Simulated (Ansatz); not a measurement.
An Ansatz input:

```yaml
crystal:
  lattice:
    - [5.0707881349, 0.0, 0.0]
    - [-2.5353940674, 4.391431342, 0.0]
    - [0.0, 0.0, 3.1083931267]
  atoms:
    - { symbol: Hg, position: [0.0, 0.0, 0.0] }
    - { symbol: Hg, position: [0.3333333333, 0.6666666667, 0.5] }
    - { symbol: Hg, position: [0.6666666667, 0.3333333333, 0.5] }
hamiltonian:
  xc: r2scan
  pseudopotentials:
    kind: paw
    azcp:
      Hg: "pseudopotentials/Hg.paw.azcp"
basis:
  ecutwfc: 500
  fft_grid_basis: typed
kpoints:
  mp_grid: { grid: [7, 7, 10], shift: [0, 0, 0] }
magnetization:
  spin_polarized: false
scf:
  occupations: { method: fermi_dirac, width: 0.1 }
relax:
  max_steps: 60
  f_tol: 0.01
  cell: {}
```

and its output:

```
Engine: ansatz 0.2.0, x86_64-unknown-linux-gnu
Pseudopotentials: kind: paw
Pseudopotential: Hg, paw, valence charge 20, recommended cutoff 500 eV (meta_gga) 
Functional definition: r2SCAN
  parameter k0 = 0.174
  parameter k1 = 0.065
  parameter a1 = 4.9479
  exchange = r2scan_x(k0 = k0, k1 = k1, a1 = a1)
  correlation = r2scan_c
Crystal: 3 atoms, lattice volume = 69.218 Å³
Basis set: ecut = 500 eV, 1763 PW (Γ), exchange–correlation on 160×160×96 points (64 copies of the dense FFT grid, shifted against one another)
Bands: 36, of which v1, the nominal top of the filled ones, is band 30 counted from 1 (29 counted from 0)
Symmetry: 24 space group operations
Space group: P6/mmm (ITA 191), of the structure as read, at distance tolerance 4.1e-5 Å
k-points: 48 of 490
Non-local potential: Hg, projectors of the file, l = 0: 3, l = 1: 2, l = 2: 2, l = 3: 1
PAW form: soft (Blöchl's): semilocal exchange-correlation on the pseudo side does not see the compensation charge
PAW frozen core: Hg, regenerated for the run's functional (the file was generated under x = pbe(κ = 0.804, μ = 0.2195149727645171), c = pbe(β = 0.06672455060314922))
PAW one-centre angular grid: Hg, 590 points (default); XC on 160 Gauss nodes
Initial density: superposition of atomic densities (neutral atoms: chi_scale 0, normalization atom), corrected by the library's trained network
Initial wavefunctions: pseudopotential atomic-orbital guess
Functional: x = r2scan, c = r2scan; τ floored in thin density (d = 2e-4 eV/Å³)
SCF iter   1: F=—  HF=-41483.324189 eV  |F-HF|=—  |Δ(HF+E_count)|=         —  Δρ=9.36e-3  dr2=7.29e-2  dr2_τ=5.93e-3  ethr=1.77e-3  ⟨swp⟩=6.2  Hψ=6360  notcnv=0  defer=2
SCF iter   2: F=—  HF=-41483.314179 eV  |F-HF|=—  |Δ(HF+E_count)|=   1.00e-2  Δρ=5.04e-3  dr2=2.21e-2  dr2_τ=1.02e-3  ethr=1.22e-4  ⟨swp⟩=1.2  Hψ=2269  notcnv=0  defer=7
SCF iter   3: F=—  HF=-41483.311042 eV  |F-HF|=—  |Δ(HF+E_count)|=   3.14e-3  Δρ=1.27e-3  dr2=8.94e-4  dr2_τ=7.39e-5  ethr=3.69e-5  ⟨swp⟩=2.2  Hψ=2522  notcnv=0  defer=7
SCF iter   4: F=—  HF=-41483.311496 eV  |F-HF|=—  |Δ(HF+E_count)|=   4.54e-4  Δρ=2.58e-4  dr2=4.13e-5  dr2_τ=3.82e-6  ethr=1.49e-6  ⟨swp⟩=2.3  Hψ=2994  notcnv=0  defer=7
SCF iter   5: F=—  HF=-41483.311562 eV  |F-HF|=—  |Δ(HF+E_count)|=   6.60e-5  Δρ=6.73e-5  dr2=2.24e-6  dr2_τ=1.91e-7  ethr=6.88e-8  ⟨swp⟩=2.0  Hψ=2558  notcnv=0  defer=7
SCF iter   6: F=—  HF=-41483.311564 eV  |F-HF|=—  |Δ(HF+E_count)|=   2.03e-6  Δρ=1.38e-5  dr2=1.12e-7  dr2_τ=1.87e-8  ethr=3.74e-9  ⟨swp⟩=2.0  Hψ=2562  notcnv=0  defer=7
SCF iter   7: F=-41483.311565 eV  HF=-41483.311565 eV  |F-HF|=5.31e-9  |Δ(HF+E_count)|=   9.69e-8  Δρ=4.79e-6  dr2=1.93e-8  dr2_τ=1.39e-9  ethr=1.67e-10  ⟨swp⟩=4.0  Hψ=5647  notcnv=0
...
iter 1 solved again at ethr=5.07e-9 eV; its pass at ethr=3.10e-3 eV (dr2=3.04e-6 eV) is discarded
SCF iter   1: F=—  HF=-41483.495228 eV  |F-HF|=—  |Δ(HF+E_count)|=         —  Δρ=6.36e-6  dr2=7.31e-9  dr2_τ=3.22e-8  ethr=5.07e-9  ⟨swp⟩=4.0  Hψ=11588  notcnv=0
SCF iter   2: F=—  HF=-41483.495228 eV  |F-HF|=—  |Δ(HF+E_count)|=   9.28e-9  Δρ=3.42e-6  dr2=2.40e-9  dr2_τ=9.73e-10  ethr=1.22e-11  ⟨swp⟩=2.1  Hψ=2708  notcnv=0
SCF iter   3: F=—  HF=-41483.495228 eV  |F-HF|=—  |Δ(HF+E_count)|=   1.51e-9  Δρ=4.89e-7  dr2=2.78e-10  dr2_τ=3.09e-11  ethr=4.00e-12  ⟨swp⟩=2.9  Hψ=3041  notcnv=0
SCF iter   4: F=—  HF=-41483.495228 eV  |F-HF|=—  |Δ(HF+E_count)|=  2.91e-11  Δρ=2.39e-7  dr2=9.35e-11  dr2_τ=1.35e-12  ethr=1.00e-12  ⟨swp⟩=1.0  Hψ=1728  notcnv=0
SCF iter   5: F=-41483.495228 eV  HF=-41483.495228 eV  |F-HF|=1.46e-11  |Δ(HF+E_count)|=  1.46e-11  Δρ=1.04e-7  dr2=7.76e-12  dr2_τ=9.91e-13  ethr=1.00e-12  ⟨swp⟩=5.0  Hψ=7679  notcnv=0
SCF 9 converged in 5 iterations: F = -41483.495228 eV  dr2 = 7.76e-12
relax step   9: F+E_penalty+E_count = -41483.49522785 eV  Δ(F+E_penalty+E_count) = -6.177e-5 eV  max|allowed force component| = 5.860e-17 eV/Å  Δτ_max = 0.0000 Å  P = +0.010 GPa  Ω = 80.993 Å³  stress off target by 1.16e-2 GPa  SCF on the basis re-selected at this cell (its energy is not comparable with the rows above)  (5 SCF iters)
basis re-selected at this cell: Δ(F+E_penalty+E_count) = -6.177e-5 eV, ΔP = +0.000 GPa vs the last step (what re-selecting the basis moved, of the pressure what is left beyond the Pulay correction that the steps carried, after the strain that the cell walked since its last selection, with what the two solves' SCF thresholds leave and, on support functions, any second-order correction that the steps lacked; it is no measure of the basis error at this ecutwfc). This SCF's stress stands 1.16e-2 GPa from its target on what of the cell is left free (relax.cell.stress_tol is 5.00e-2 GPa) and its largest allowed force component is 5.86e-17 eV/Å (relax.f_tol is 1.00e-2 eV/Å): within both
SCF converged after 5 iterations
Free energy (F): -41483.495228 eV
Harris-Foulkes:  -41483.495228 eV  (|F-HF|=1.46e-11)
Internal energy: -41483.481259 eV  (E = F + TS)
E sigma→0 (E₀):  -41483.488243 eV
Entropy (-TS):   -0.013969 eV (-4.656 meV/atom)
Fermi energy:    12.248356 eV
--- Per-component energies (eV) ---
  E_band       = -1356.632068
  E_kinetic    = 1815.676419
  E_local      = -8151.063604  (includes V_loc(G=0)·N_el)
  E_nonlocal   = 222.298350
  E_hartree    = 3477.792212
  E_xc         = -625.022772
  E_vxc        = -870.488551  (∫ρ·V_xc dr)
  E_paw        = -29917.487206  (= ΣΔE_a)
  E_vpaw       = -1389.426998  (= ΣTr[D̂ρ^β])
  E_aug_tail   = 0.001141  (compensation charges beyond the density's cutoff)
  E_vtau       = 60.786485  (kinetic-family band-sum trace: ∫τ·v_τ [+ j·A + Jᵃ·Aᵃ] dr)
  E_ewald      = -8305.229016
  E_core_change = -0.446783  (= ΣΔE_core)
  E_smearing   = -0.013969  (= −TS)
  E_closure    = -0.000000  (closes the sum)
  Σ components = -41483.495228   (vs F -41483.495228, Δ=0.00e0)
--- Forces (eV/Å), atoms counted from 1 ---
  atom   1  Hg    -0.00000000    -0.00000000     0.00000000
  atom   2  Hg    -0.00000000    -0.00000000     0.00000000
  atom   3  Hg     0.00000000     0.00000000     0.00000000
  max |Σ_I F_I| component: 1.39e-17 eV/Å
--- Stress (GPa, compression-positive) ---
        0.011623      -0.000000       0.000000
       -0.000000       0.011623       0.000000
        0.000000       0.000000       0.006795
  P = ⅓ Tr σ = 0.0100 GPa (0.100 kbar)
--- Relaxed structure (7 steps of the walk, 7 accepted, 2 SCFs on fresh bases) ---
  F+E_penalty+E_count = -41483.49522785 eV   max|allowed force component| = 5.860e-17 eV/Å   (the final SCF, on the basis selected at the relaxed cell)
  cell:  # Å, volume = 80.9933 Å³
    - [5.427838735618676, -3.0900152267894825e-11, 0.0]
    - [-2.7139193677825775, 4.700646232706431, 0.0]
    - [0.0, 0.0, 3.174420164710311]
  atoms:
    - { symbol: Hg, position: [-2.778049738943079e-35, -6.822128803282529e-35, 0.0] }
    - { symbol: Hg, position: [0.3333333333333333, 0.6666666666666665, 0.49999999999999994] }
    - { symbol: Hg, position: [0.6666666666666665, 0.33333333333333326, 0.49999999999999994] }
```

Launched by

```sh
ansatz run input.yaml --threads 1 --pin off --max-ram 3584MiB --backend cpu --events-out ev --progress --plain --runs-dir out
```

On 1 thread of Intel(R) Xeon(R) Platinum 8259CL CPU @ 2.50GHz (Skylake/Cascade Lake) (shared host) this took about 140 s of wall time and 140 s of CPU time.
